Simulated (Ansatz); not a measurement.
Field gradients of Ba2Cd3P4H2O16 from run to run

Cell of run 1: a refined structure from the COD, its atoms then relaxed with PBE in this cell.

```cif
data_Ba2Cd3P4H2O16
_symmetry_space_group_name_H-M 'P2_1/c'
_symmetry_Int_Tables_number 14
_cell_length_a 8.0920
_cell_length_b 9.1506
_cell_length_c 9.8208
_cell_angle_alpha 90.000
_cell_angle_beta 100.868
_cell_angle_gamma 90.000
loop_
_atom_site_label
_atom_site_type_symbol
_atom_site_symmetry_multiplicity
_atom_site_Wyckoff_symbol
_atom_site_fract_x
_atom_site_fract_y
_atom_site_fract_z
Ba Ba 4 e 0.0777 0.0203 0.2333
Cd5 Cd 2 d 0.5000 0.0000 0.5000
Cd7 Cd 4 e 0.6077 0.1392 0.1078
H H 4 e 0.1080 0.1659 0.5817
P15 P 4 e 0.3605 0.2977 0.2721
P19 P 4 e 0.8566 0.2161 0.4478
O23 O 4 e 0.3889 0.1343 0.3100
O27 O 4 e 0.1678 0.3264 0.2295
O31 O 4 e 0.4354 0.3996 0.3946
O35 O 4 e 0.4448 0.3252 0.1448
O39 O 4 e 0.8506 0.3777 0.4959
O43 O 4 e 0.0478 0.1629 0.4778
O47 O 4 e 0.7526 0.1220 0.5301
O51 O 4 e 0.8116 0.2019 0.2894
```

One atom of each set is listed.

All runs are DFT with Ansatz 0.2.0 (plane waves and PAW, scalar-relativistic unless spin–orbit coupling is named, Γ-centred meshes, Fermi–Dirac smearing where given) in this cell.

Run 1: PBE, atoms relaxed; 420 eV, 3×3×3 k-points, smearing 0.02 eV.
Run 2: r2SCAN, at the relaxed atoms; 500 eV, 3×3×3 k-points, smearing 0.02 eV.
Run 3: PBE, gradients read without the response of the cores, at the relaxed atoms; 420 eV, 3×3×3 k-points, smearing 0.02 eV.
Run 4: PBE, at the relaxed atoms; 350 eV, 3×3×3 k-points, smearing 0.02 eV; this cutoff lies below the one recommended for these PAW files.

```csv
run,Ba V_zz (η),Cd7 V_zz (η),O31 V_zz (η),O35 V_zz (η),O39 V_zz (η)
1,-5.16 (0.90),8.35 (0.75),8.87 (0.89),9.11 (0.74),7.84 (0.30)
2,-5.46 (0.90),9.07 (0.74),8.95 (0.82),9.21 (0.66),8.15 (0.27)
3,?,?,?,?,?
4,-5.15 (0.91),8.35 (0.74),8.75 (0.89),8.98 (0.74),7.73 (0.30)
```

V_zz in 10²¹ V/m²; 5 of the 14 sets of like atoms are followed.

Problem. Estimate the row of run 3.

Solution. Ba: -5.06 (0.89); Cd7: 7.73 (0.75); O31: 9.15 (0.88); O35: 9.39 (0.74); O39: 8.08 (0.30). It lies nearest to run 1, from whose tensors on these sites it differs by 0.62 at most (largest principal value of the difference, on Cd7). Taken one at a time, the functional (r2SCAN with its higher cutoff) moves the tensors on these sites by up to 0.73 (largest principal value of the change, on Cd7), the response of the cores by 0.62 (Cd7), the cutoff by 0.13 (O35).

Without spin–orbit coupling (the program notes it for Ba and Cd) the gradients are little affected as a rule: paired runs on crystals with a gap mostly move them by under 2 % at such atoms. In run 2 the atoms aren't at the calculated equilibrium (largest force 0.66 eV/Å). The entry's hydrogen positions were far off; the other atoms hardly move on relaxation.
